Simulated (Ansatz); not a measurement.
The guess for B4Cl was made by a generator: Co4N type (Pm-3m) distorted into a subgroup (P-4m2, No. 115) (largest shift (Å) 0.24). The dimensions are guesses.

```yaml
crystal:
  lattice:
    - [3.93060, 0.00000, 0.00000]
    - [0.00000, 3.93060, 0.00000]
    - [0.00000, 0.00000, 3.77536]
  atoms:
    - { symbol: B, position: [0.50000, 0.00000, 0.93813] }
    - { symbol: B, position: [0.00000, 0.50000, 0.06187] }
    - { symbol: B, position: [0.00000, 0.00000, 0.50000] }
    - { symbol: B, position: [0.50000, 0.50000, 0.50000] }
    - { symbol: Cl, position: [0.00000, 0.00000, 0.00000] }
```

All numbers below come from Ansatz, DFT PBE, scalar-relativistic, plane waves, PAW. Cutoff 420 eV, Gaussian smearing, Γ-centred meshes. Cell and atoms relax first on a coarse mesh and then on a finer one. In between, the cell is made exact in the group found at 0.06 Å. In metals the finer mesh still leaves noise of several meV/atom or more. The steps can't lower the symmetry of their start. No spin polarisation.

A guess keeps its type if space group and coordination stay and the shape of the cell changes little (axis ratios within about 15 %, angles within 6°); the volume may change.

Question: Will the relaxed cell still be of the starting type?

Answer: It doesn't keep its type. The symmetry stays P-4m2 (No. 115). The volume per atom shrinks by 14.0 %, from 11.7 to 10.0 Å³. The shortest distance goes from 1.89 Å (B–Cl) to 1.76 Å (B–B). The ratio c/a of the conventional cell changes by a factor of 2.04. Counting neighbours within 15 % of an atom's shortest distance, the start has B 2/12, Cl 6 and the end B 4, Cl 4. In detail, at the end B on a site of symmetry 2mm has 4 B at 1.76 Å and 2 Cl at 2.43 Å; around B on a site of symmetry -4m2 lie 4 B at 1.76 Å, 4 B at 2.08 Å and 2 Cl at 2.89 Å; around Cl lie 4 B at 2.43 Å, 2 B at 2.89 Å and 4 Cl at 2.95 Å; 1 more site not described.

Space group P-4m2 (No. 115). a = 2.948 Å, b = 2.948 Å, c = 5.773 Å, α = 90.00°, β = 90.00°, γ = 90.00°
| atom | site | symmetry | x | y | z |
| --- | --- | --- | --- | --- | --- |
| B | 2g | 2mm. | 0.5000 | 0.0000 | 0.6664 |
| B | 1d | -4m2 | 0.0000 | 0.0000 | 0.5000 |
| B | 1c | -4m2 | 0.5000 | 0.5000 | 0.5000 |
| Cl | 1a | -4m2 | 0.0000 | 0.0000 | 0.0000 |

The zero of energy is the elements' standard structures at the same level (Cl₂ as a molecule); no fitted shifts are applied.

Question: At what energy does it end?

Answer: +0.57 eV/atom. The separate elements lie lower, so it is unstable against them.

The last run used a 12×12×8 mesh (in the run's order of axes) for its 5-atom cell and Gaussian smearing of 0.10 eV. The cell is a metal run without spin; a magnetic state may lie lower. Symmetry constrained the relaxation, so the result can be a saddle point.

In counts of neighbours, a slash parts the counts of unlike sites.
